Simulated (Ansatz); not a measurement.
Relaxation of a randomly generated symmetric cell of Si (space group No. 123); 1 atom in the cell, which starts as P4/mmm (No. 123), tP1; a = b = 1.9462 Å, c = 4.0913 Å, α = β = γ = 90.00°. All values below come from PBE (plane waves to 420 eV, PAW, scalar-relativistic; Ansatz, a program for electronic structure). Γ-centred k-mesh 12×12×6 on the run's cell (coarser than for final values), Fermi–Dirac smearing 0.05 eV. This is the first round of the run. 

The optimiser's lines from the output (shortened; P is positive under compression):

```
relax step   1: F+E_penalty+E_count = -631.94955571 eV  Δ(F+E_penalty+E_count) = +0.000e0 eV  max|allowed force component| = 0.000e0 eV/Å  Δτ_max = 0.0000 Å  P = +113.871 GPa  Ω = 15.496 Å³  (7 SCF iters, dr2 threshold 1.00e-7 eV, accepted)
relax step   2: F+E_penalty+E_count = -633.28154572 eV  Δ(F+E_penalty+E_count) = -1.332e0 eV  max|allowed force component| = 0.000e0 eV/Å  Δτ_max = 0.0000 Å  P = +71.634 GPa  Ω = 17.027 Å³  (6 SCF iters, dr2 threshold 1.00e-7 eV, accepted)
relax step   3: F+E_penalty+E_count = -634.13790550 eV  Δ(F+E_penalty+E_count) = -8.564e-1 eV  max|allowed force component| = 0.000e0 eV/Å  Δτ_max = 0.0000 Å  P = +42.362 GPa  Ω = 18.635 Å³  (5 SCF iters, dr2 threshold 1.00e-7 eV, accepted)
relax step   4: F+E_penalty+E_count = -634.64489476 eV  Δ(F+E_penalty+E_count) = -5.070e-1 eV  max|allowed force component| = 0.000e0 eV/Å  Δτ_max = 0.0000 Å  P = +21.748 GPa  Ω = 20.248 Å³  (5 SCF iters, dr2 threshold 1.00e-7 eV, accepted)
relax step   5: F+E_penalty+E_count = -634.90949717 eV  Δ(F+E_penalty+E_count) = -2.646e-1 eV  max|allowed force component| = 0.000e0 eV/Å  Δτ_max = 0.0000 Å  P = +8.012 GPa  Ω = 21.122 Å³  (5 SCF iters, dr2 threshold 1.00e-7 eV, accepted)
relax step   6: F+E_penalty+E_count = -634.99608925 eV  Δ(F+E_penalty+E_count) = -8.659e-2 eV  max|allowed force component| = 0.000e0 eV/Å  Δτ_max = 0.0000 Å  P = +1.470 GPa  Ω = 21.090 Å³  (5 SCF iters, dr2 threshold 1.00e-7 eV, accepted)
relax step   7: F+E_penalty+E_count = -635.05554816 eV  Δ(F+E_penalty+E_count) = -5.946e-2 eV  max|allowed force component| = 0.000e0 eV/Å  Δτ_max = 0.0000 Å  P = -1.286 GPa  Ω = 20.433 Å³  (4 SCF iters, dr2 threshold 1.00e-7 eV, accepted)
relax step   8: F+E_penalty+E_count = -635.13822722 eV  Δ(F+E_penalty+E_count) = -8.268e-2 eV  max|allowed force component| = 0.000e0 eV/Å  Δτ_max = 0.0000 Å  P = -3.618 GPa  Ω = 19.671 Å³  (4 SCF iters, dr2 threshold 1.00e-7 eV, accepted)
relax step   9: F+E_penalty+E_count = -635.23192141 eV  Δ(F+E_penalty+E_count) = -9.369e-2 eV  max|allowed force component| = 0.000e0 eV/Å  Δτ_max = 0.0000 Å  P = -3.649 GPa  Ω = 18.636 Å³  (4 SCF iters, dr2 threshold 1.00e-7 eV, accepted)
relax step  10: F+E_penalty+E_count = -635.31204396 eV  Δ(F+E_penalty+E_count) = -8.012e-2 eV  max|allowed force component| = 0.000e0 eV/Å  Δτ_max = 0.0000 Å  P = -2.517 GPa  Ω = 17.532 Å³  (5 SCF iters, dr2 threshold 1.00e-7 eV, accepted)
relax step  11: F+E_penalty+E_count = -635.40175284 eV  Δ(F+E_penalty+E_count) = -8.971e-2 eV  max|allowed force component| = 0.000e0 eV/Å  Δτ_max = 0.0000 Å  P = +0.794 GPa  Ω = 16.453 Å³  (5 SCF iters, dr2 threshold 1.00e-7 eV, accepted)
relax step  12: F+E_penalty+E_count = -635.45148412 eV  Δ(F+E_penalty+E_count) = -4.973e-2 eV  max|allowed force component| = 0.000e0 eV/Å  Δτ_max = 0.0000 Å  P = +4.852 GPa  Ω = 15.458 Å³  (5 SCF iters, dr2 threshold 1.00e-7 eV, accepted)
relax step  13: F+E_penalty+E_count = -635.46122548 eV  Δ(F+E_penalty+E_count) = -9.741e-3 eV  max|allowed force component| = 0.000e0 eV/Å  Δτ_max = 0.0000 Å  P = +0.741 GPa  Ω = 15.998 Å³  (4 SCF iters, dr2 threshold 1.00e-7 eV, accepted)
relax step  14: F+E_penalty+E_count = -635.46146414 eV  Δ(F+E_penalty+E_count) = -2.387e-4 eV  max|allowed force component| = 0.000e0 eV/Å  Δτ_max = 0.0000 Å  P = -0.019 GPa  Ω = 16.111 Å³  (3 SCF iters, dr2 threshold 1.00e-7 eV, accepted)
relax step  15: F+E_penalty+E_count = -635.46146539 eV  Δ(F+E_penalty+E_count) = -1.255e-6 eV  max|allowed force component| = 0.000e0 eV/Å  Δτ_max = 0.0000 Å  P = +0.002 GPa  Ω = 16.108 Å³  (3 SCF iters, dr2 threshold 4.28e-9 eV, accepted)
relax step  16: F+E_penalty+E_count = -635.46907046 eV  Δ(F+E_penalty+E_count) = -7.605e-3 eV  max|allowed force component| = 0.000e0 eV/Å  Δτ_max = 0.0000 Å  P = +0.362 GPa  Ω = 16.108 Å³  stress off target by 5.54e-1 GPa  SCF on the basis re-selected at this cell (its energy is not comparable with the rows above)  (5 SCF iters)
relax step  17: F+E_penalty+E_count = -635.46917482 eV  Δ(F+E_penalty+E_count) = -1.044e-4 eV  max|allowed force component| = 0.000e0 eV/Å  Δτ_max = 0.0000 Å  P = -0.017 GPa  Ω = 16.165 Å³  (3 SCF iters, dr2 threshold 1.00e-7 eV, accepted)
relax step  18: F+E_penalty+E_count = -635.46917516 eV  Δ(F+E_penalty+E_count) = -3.356e-7 eV  max|allowed force component| = 0.000e0 eV/Å  Δτ_max = 0.0000 Å  P = +0.001 GPa  Ω = 16.162 Å³  (3 SCF iters, dr2 threshold 2.86e-9 eV, accepted)
relax step  19: F+E_penalty+E_count = -635.46917657 eV  Δ(F+E_penalty+E_count) = -1.413e-6 eV  max|allowed force component| = 0.000e0 eV/Å  Δτ_max = 0.0000 Å  P = +0.001 GPa  Ω = 16.162 Å³  stress off target by 2.27e-3 GPa  SCF on the basis re-selected at this cell (its energy is not comparable with the rows above)  (5 SCF iters)
```

From the first to the last row the energy changes by -3.52 eV/atom and the volume by +4.3 %. The last row is marked as not comparable with the walk above it, whose basis was carried along; it does compare with step 1, since both stand on a basis selected at the nominal cutoff for their own cell.

Energy and pressure jump between steps 15 and 16 at one geometry, where the plane-wave basis was selected anew. While the cell walks, the set of plane waves is carried along, so its effective cutoff drifts with the strain; re-selecting it at 420 eV moved the energy by -0.008 eV/atom and the pressure by 0.4 GPa. Only step 1 and rows on a re-selected basis compare with each other.

Later rounds, restarted from the end of this one on a renewed k-mesh, logged 11 more steps and released under 0.01 eV/atom more. The final structure after all rounds: Pm-3m (No. 221), cP1, simple cubic type; a = 2.5336 Å, b = 2.5336 Å, c = 2.5336 Å, α = 90.00°, β = 90.00°, γ = 90.00°. Between re-selections the logged energies stand on a plane-wave basis carried along with the cell. No spin polarisation in the result.

The run could not lose the symmetry of its start, so the end can be a saddle point.

The relaxed structure here is a generated cell of Si: the first start was made by a random draw of sites in a space group, and the end was not matched to a known phase here, so it may be hypothetical. Known forms of Si include space group No. 227.
